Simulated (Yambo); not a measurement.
F (space group C2/c, No. 15), G0W0@LDA (Yambo, plasmon pole, terminator in G, 6×6×2 mesh): gap Γ → Γ in eV by bands and screening block.

| bands (W and G) | 2 Ry | 3 Ry | 5 Ry | 6 Ry | 8 Ry |
|---|---|---|---|---|---|
| 27 | 9.81 | 9.22 | ? | 8.69 | 8.51 |
| 40 | 9.65 | 9.07 | 8.71 | 8.51 | ? |
| 58 | 9.60 | 9.01 | 8.65 | 8.44 | ? |
| 80 | 9.56 | 8.98 | 8.62 | 8.41 | 8.20 |
| 102 | 9.55 | 8.97 | 8.61 | 8.40 | 8.19 |

Task: Estimate the withheld gaps from their neighbours; the computed values follow.

Result: 
- 27, 5 Ry: 8.88
- 40, 8 Ry: 8.32
- 58, 8 Ry: 8.24

The largest settings aren't shown to be the converged limit.

Geometry of the Materials Project entry, not relaxed at this level; primitive cell a = 3.0073 Å, b = 3.0073 Å, c = 6.6216 Å, α = 94.14°, β = 94.14°, γ = 63.57°.

The distance between layers or molecules is the database entry's, not relaxed here. Functionals without dispersion can leave it too large, which widens gaps and weakens the response across layers: the numbers belong to this cell.
